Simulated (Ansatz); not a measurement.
SnS2 (CdI2 type)

```xyz
3
Lattice="3.6261 0.0000 0.0000 -1.8130 3.1403 0.0000 0.0000 0.0000 5.5729" Properties=species:S:1:pos:R:3 pbc="T T T"
Sn     0.0000     0.0000     0.0000
S      0.0000     2.0935     1.4738
S      1.8130     1.0468     4.0991
```

The volume is varied about the relaxed value V₀ at fixed cell shape. The atoms relax within the cell's symmetry.

Calculation: PBEsol-D3(BJ) (plane waves to 420 eV, PAW, scalar-relativistic; Ansatz, a quantum-chemistry and plane-wave program). k mesh 11×11×6 (Γ-centred), Fermi-Dirac smearing 0.05 eV. Energies are smeared free energies. Compression counts positive. SnS2 was relaxed with its symmetry unable to fall. The zero of ΔE is the relaxed starting cell.

```
V (Å³/cell)  P (GPa)  ΔE (kJ/mol of atoms)
-----------  -------  --------------------
57.11           7.35                     ?
58.17           5.80                     ?
59.23           4.40                  1.74
60.28           3.12                  0.95
61.34           2.01                  0.41
62.40           0.95                  0.10
63.46           0.00                  0.00
64.52          -0.84                  0.09
65.57          -1.61                  0.35
66.63          -2.32                  0.77
67.69          -2.95                     ?
68.75          -3.52                  2.01
69.80          -4.04                     ?
```

### Question
Some entries are withheld; supply them.

### Answer

- 57.11, ΔE (kJ/mol of atoms): 4.21
- 58.17, ΔE (kJ/mol of atoms): 2.82
- 67.69, ΔE (kJ/mol of atoms): 1.33
- 69.80, ΔE (kJ/mol of atoms): 2.81

(Under strain, the slope of the energy per volume gives the stress and its curvature an elastic modulus.)
